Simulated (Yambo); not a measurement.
Absorption of SiO2 (α-quartz, space group P3_121, No. 152) with and without the electron-hole interaction (Yambo, PBEsol bands; 6×6×6 mesh, 12 valence and 5 conduction bands, static screening with 66 bands and a 3 Ry block, scissor 2.95 eV, Tamm-Dancoff; field along x). Axes are Cartesian, with cell vectors (Å) (4.91, 0.00, 0.00), (-2.46, 4.26, 0.00), (0.00, 0.00, 5.43).

```
E (eV)  Im ε, BSE  Im ε, independent quasiparticles
------  ---------  --------------------------------
7.05         0.05                              0.01
7.15         0.05                              0.01
7.25         0.06                              0.01
7.35         0.06                              0.02
7.45         0.07                              0.02
7.55         0.08                              0.02
7.65         0.09                              0.02
7.75         0.10                              0.02
7.85         0.12                              0.02
7.95         0.15                              0.02
8.05         0.18                              0.02
8.15         0.19                              0.02
8.25         0.21                              0.02
8.35         0.25                              0.02
8.45         0.31                              0.03
8.55         0.37                              0.03
8.65         0.47                              0.03
8.75         0.64                              0.03
8.85         0.94                              0.03
8.95         1.50                              0.04
9.05         2.39                              0.04
9.15         3.83                              0.04
9.25         5.45                              0.05
9.35         4.86                              0.05
9.45         3.09                              0.06
9.55         2.01                              0.06
9.65         1.63                              0.07
9.75         1.71                              0.08
9.85         2.12                              0.09
9.95         2.16                              0.11
10.05        2.03                              0.14
10.15        2.32                              0.18
10.25        2.65                              0.23
10.35        2.79                              0.27
10.45        2.86                              0.30
10.55        2.72                              0.38
10.65        2.35                              0.50
10.75        1.88                              0.61
10.85        1.68                              0.71
10.95        1.48                              0.86
11.05        1.41                              0.86
11.15        1.30                              0.76
11.25        1.27                              0.80
11.35        1.16                              0.97
11.45        1.16                              1.11
11.55        1.14                              1.26
11.65        1.10                              1.30
11.75        1.06                              1.29
11.85        0.97                              1.40
11.95        0.97                              1.67
12.05        0.87                              1.99
12.15        0.90                              2.16
12.25        0.89                              2.31
12.35        0.97                              2.52
12.45        1.01                              2.54
12.55        1.13                              2.68
12.65        1.23                              2.93
12.75        1.29                              3.13
12.85        1.30                              3.18
12.95        1.23                              3.18
13.05        1.18                              3.22
13.15        1.05                              3.22
13.25        0.94                              3.06
```

The scissor comes from a G0W0 run whose convergence isn't established. Broadening 0.15 eV. The band window holds all transitions up to 13.3 eV. Fine structure above the onset can come from the mesh.

Geometry of the Materials Project entry, not relaxed at this level; primitive cell a = 4.9150 Å, b = 4.9150 Å, c = 5.4313 Å, α = 90.00°, β = 90.00°, γ = 120.00°.
